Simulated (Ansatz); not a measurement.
TiSe:
```
TiSe
1.0
    6.46596     0.00000     0.00000
    0.00000     3.47464     0.00000
    0.00000     0.00000     6.23658
Ti Se
4 4
Direct
  0.00540   0.25000   0.80810
  0.49460   0.75000   0.30810
  0.50540   0.25000   0.69190
  0.99460   0.75000   0.19190
  0.21631   0.25000   0.41812
  0.28369   0.75000   0.91812
  0.71631   0.25000   0.08188
  0.78369   0.75000   0.58188
```

Relaxed with r²SCAN. Special points in fractions of this cell's reciprocal vectors: Γ (0.000, 0.000, 0.000); X (0.500, 0.000, 0.000); S (0.500, 0.500, 0.000); Y (0.000, 0.500, 0.000); Z (0.000, 0.000, 0.500); U (0.500, 0.000, 0.500); R (0.500, 0.500, 0.500); T (0.000, 0.500, 0.500).

Task: List the band energies nearest the Fermi level at these points for r²SCAN in the plane-wave PAW code Ansatz.

Result: In eV from the Fermi level; about four levels below and three above (degenerate sets whole), none deeper than 8.9 eV; points with the same levels are listed once.

```
k                    below                above
-  -----------------------  -------------------
Γ  -1.61 -1.60 -0.40 -0.33       0.08 0.55 0.66
X  -2.76 -2.76 -0.97 -0.97  0.00 0.00 0.31 0.31
S  -0.83 -0.83 -0.83 -0.83  1.26 1.26 1.26 1.26
Y  -0.75 -0.75 -0.54 -0.54  0.48 0.48 0.80 0.80
Z  -0.17 -0.17 -0.02 -0.02  0.80 0.80 1.13 1.13
U  -1.04 -1.04 -0.13 -0.13  0.15 0.15 0.83 0.83
R  -0.92 -0.92 -0.92 -0.92  1.23 1.23 1.23 1.23
T  -1.49 -1.49 -0.62 -0.62  1.00 1.00 1.15 1.15
```

Space group Pnma. The workflow started from an entry of the Crystallography Open Database (COD), which files this formula under 2 space groups. Whether it is the stable phase at ambient conditions was not checked. The r²SCAN relaxation kept the symmetry of its start; its stability against distortions is not shown here. The run is not spin-polarised. Scalar-relativistic: spin–orbit coupling is off unless named, which matters more the heavier the elements.

Potentials: the later of the program's two PAW sets.
